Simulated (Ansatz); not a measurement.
AlNi:
```xyz
2
Lattice="2.8932 0.0000 0.0000 0.0000 2.8932 0.0000 0.0000 0.0000 2.8932" Properties=species:S:1:pos:R:3 pbc="T T T"
Al     1.4466     1.4466     1.4466
Ni     0.0000     0.0000     0.0000
```

Relaxed with PBE.

List the phonon frequencies at the special points (DFPT on a 4×4×4 q-mesh, Fourier-interpolated; PBE in the plane-wave PAW code Ansatz).

In cm⁻¹; no LO–TO term at Γ, as the run had none.

| q | frequencies |
|---|---|
| Γ | 0 0 0 289 289 289 |
| X | 164 164 201 260 260 357 |
| M | 126 126 186 253 344 344 |
| R | 163 163 163 328 328 328 |

Space group Pm-3m (CsCl type). The cell was relaxed with PBE under the symmetry of its start; phonons on a q-mesh show no instability. The run is not spin-polarised. As this level gives no gap, phonon frequencies hold no LO–TO term and depend on the k-mesh and smearing (Fermi–Dirac, 0.1 eV here).

Potentials: the later of the program's two PAW sets.
